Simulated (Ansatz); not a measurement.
**Question.** IrW (CsCl type, Pm-3m) is relaxed with PBE (plane waves, PAW; program Ansatz). What lattice parameters of the conventional cell result?

**Answer.** a = 3.153 Å.

The start of the workflow was typed in or built on a structure type; neither database checked (COD, Materials Project) lists it. COD files the formula under space group No. 51, so this cell is another polymorph or a model. Whether it is the stable phase at ambient conditions was not checked. The PBE relaxation kept the symmetry of its start; its stability against distortions is not shown here. No spin polarisation was allowed. Its formation energy is positive at this level, so the cell may be metastable or incomplete. Scalar-relativistic: spin–orbit coupling is off unless named, which matters more the heavier the elements.

Potentials: the earlier of the program's two PAW sets.
